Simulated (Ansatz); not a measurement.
ZrO₂ (baddeleyite type, space group P2_1/c)

```
ZrO2
1.0
    5.18987     0.00000     0.00000
    0.00000     5.24188     0.00000
   -0.90466     0.00000     5.30184
Zr O
4 8
Cartesian
  1.24116   0.22954   1.11349
  3.49637   2.85048   1.53743
  3.04404   5.01234   4.18835
  0.78883   2.39140   3.76440
  0.02050   1.71042   1.85589
  4.71704   4.33136   0.79503
  4.26471   3.53145   3.44595
 -0.43183   0.91051   4.50680
  1.91044   3.96675   2.52112
  2.82710   1.34581   0.12980
  2.37477   1.27513   2.78072
  1.45810   3.89607   5.17203
```

The slice is a (001) plane (indices of the conventional cell) through the point (0.276, 0.044, 0.210) (fractional), spanned by u = [100] and v = [010] in vectors of this cell: u (5.19 Å) and v (5.24 Å, at 90° to u). It covers one period; positions are fractions (u, v).

Computed with PBE (plane waves to 420 eV, PAW, scalar-relativistic; Ansatz, a quantum-chemistry and plane-wave program). k mesh 5×5×5. Near the nuclei the fields are pseudised (PAW); where an atom keeps semicore shells as valence, they peak there. ZrO2 is run without spin polarisation. ZrO2 was relaxed with its symmetry unable to fall.

Three fields on this plane, each scaled to ten steps between its own extremes (0 low, 9 high; the total valence density on a logarithmic scale, the potential cut 8 eV below its top; x marks points blanked near nuclei; v = 0 in the bottom row):

Map A
```
|xxxx2000002689842xxx|
|xxx610000269xxxx34xx|
|xx510000038xxxxxx24x|
|21000100039xxxxxx511|
|00001110027xxxxxx710|
|00011100112xxxxxx610|
|000011136x33xxxx8400|
|0000014xxxx524653100|
|000002xxxxxx31110000|
|000003xxxxxx50000000|
|000002xxxxxx41244420|
|0000014xxxx712799862|
|100111135x5216xxx984|
|00013332110038xxxx84|
|00013565310048xxxx51|
|221135665200279xx522|
|xx51145642001366324x|
|xxx512343100001114xx|
|xxxx2012100000001xxx|
|xxxx3000000123212xxx|
```

Map B
```
|xxxx0047899987510xxx|
|xxx001568898xxxx00xx|
|xx000356787xxxxxx00x|
|00003555565xxxxxx100|
|11345543222xxxxxx531|
|56665410000xxxxxx776|
|877641000x00xxxx8988|
|8876200xxxx001589999|
|987500xxxxxx00589999|
|986400xxxxxx00479999|
|876400xxxxxx00479999|
|8764100xxxx001578999|
|766530000x0003xxx888|
|55555310000035xxxx66|
|00245443333567xxxx31|
|000035556677887xx100|
|xx00046788899975100x|
|xxx003678999997300xx|
|xxxx0157899998620xxx|
|xxxx0047899998610xxx|
```

Map C
```
|xxxx6321123567778xxx|
|xxx953211357xxxx89xx|
|xx964322246xxxxxx89x|
|76654433357xxxxxx766|
|44455444457xxxxxx754|
|23455555667xxxxxx532|
|123455689x99xxxx6421|
|1233468xxxx987654210|
|012347xxxxxx86432100|
|001247xxxxxx85433210|
|000136xxxxxx85554321|
|1012358xxxx976676542|
|212345789x8767xxx754|
|32345667765567xxxx64|
|44445677654457xxxx75|
|766566765433467xx877|
|xx97666653223456779x|
|xxx965543211234569xx|
|xxxx7543211123347xxx|
|xxxx7422111244557xxx|
```

### Question
Assign the maps to these fields: electron localisation function (ELF); valence electron density; electrostatic potential energy of an electron, from the cell's mean.

### Answer
A is the electron localisation function (ELF); B is the electrostatic potential energy of an electron, from the cell's mean; C is the valence electron density.
